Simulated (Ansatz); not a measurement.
**Phonons of LaC (CsCl-type structure)**

Level of theory: DFT, PBEsol, scalar-relativistic, no spin polarisation; plane waves to 420 eV with PAW datasets (Ansatz 0.2.0), Gaussian smearing of 0.15 eV; PAW files: Ansatz's generated set soft_2.

```
La C
1.0
     3.23163    0.00000    0.00000
     0.00000    3.23163    0.00000
     0.00000    0.00000    3.23163
La C
1 1
Direct
  0.00000 0.00000 0.00000
  0.50000 0.50000 0.50000
```

The structure was built from a prototype; whether the compound forms in it isn't claimed.

Force constants come from finite displacements in a 3×3×3 supercell (the unit cell's 12×12×12 k-mesh, folded to it); the long-range dipole term is not included. Points in reciprocal vectors of this cell: Γ = (0.000, 0.000, 0.000), X = (0.000, 0.500, 0.000), M = (0.500, 0.500, 0.000), R = (0.500, 0.500, 0.500).

**Question.** Is the structure dynamically stable along this path, and where does the spectrum end?

**Answer.** No: a branch is imaginary, down to 159i cm⁻¹ at Γ. The highest frequency is 457 cm⁻¹, at X. Points that don't fit the supercell are interpolated.

Frequencies at the named points (cm⁻¹, imaginary ones negative):
```
point                   ω (cm⁻¹)
    Γ       -159 -159 -159 0 0 0
    X   -122 -122 -73 -73 94 457
    M  -142 -107 126 126 360 360
    R       88 88 88 344 344 344
```

The crystal is a metal or nearly so; low and unstable modes depend on mesh and smearing.

Cost: 68 s on 4 threads of AMD EPYC 9R45 96-Core Processor (Zen 5), on a shared host, peak memory 5.9 GiB.

Scalar-relativistic only: spin–orbit splittings of the heavy atoms' levels are missing. The cell is a metal with an odd number of electrons, and spin polarisation wasn't tried.
